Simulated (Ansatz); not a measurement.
Clean, relaxed (100) surface of ZrC, space group Fm-3m (No. 225) (top face towards +c; atoms held fixed, by place in the list: 1, 2, 3, 4):

```xyz
8
Lattice="3.3015 0.0000 0.0000 0.0000 3.3015 0.0000 0.0000 0.0000 24.0036" Properties=species:S:1:pos:R:3 pbc="T T T"
Zr    0.0000    0.0000    8.5000
C     1.6508    1.6508    8.5000
Zr    1.6508    1.6508   10.8345
C     0.0000    0.0000   10.8345
Zr    0.0000    0.0000   13.1387
C     1.6508    1.6508   13.1699
Zr    1.6508    1.6508   15.4067
C     0.0000    0.0000   15.4809
```

Theory: DFT PBEsol, scalar-relativistic, plane waves, PAW (Ansatz 0.2.0). Cutoff 420 eV; k points 9×9×1 on the computed 8-atom cell (Γ-centred); Gaussian smearing, width 0.10 eV; no spin polarisation. The cell repeats along c with a dipole correction in the vacuum.

The adsorption energy is E(slab + adsorbate) − E(slab) − E(free adsorbate, spin-polarised where open-shell). With the adsorbate the cell is lengthened along c to keep the vacuum.

Q: H (atom) is put at the bridge (Zr-C) at (0.75, 0.25) site, one adsorbate per 10.9 Å². What structure does it relax to?

A: E_ads = -2.65 eV. Contacts: H–C 1.14 Å, H–Zr 2.34 Å.

```xyz
9
Lattice="3.3015 0.0000 0.0000 0.0000 3.3015 0.0000 0.0000 0.0000 26.0036" Properties=species:S:1:pos:R:3 pbc="T T T"
Zr    0.0000    0.0000    8.5000
C     1.6508    1.6508    8.5000
Zr    1.6508    1.6508   10.8345
C     0.0000    0.0000   10.8345
Zr    0.0039   -0.0039   13.1161
C     1.6585    1.6430   13.1945
Zr    1.6726    1.6289   15.3381
C     0.0390   -0.0390   15.5400
H     3.0621    0.2395   16.6120
```

Each end is the local minimum or symmetric point that its start leads to. The slab is only 7.0 Å thick, so the energies aren't converged with thickness.

The adsorbed runs have no spin polarisation, so weakly bound open-shell ends lie too high.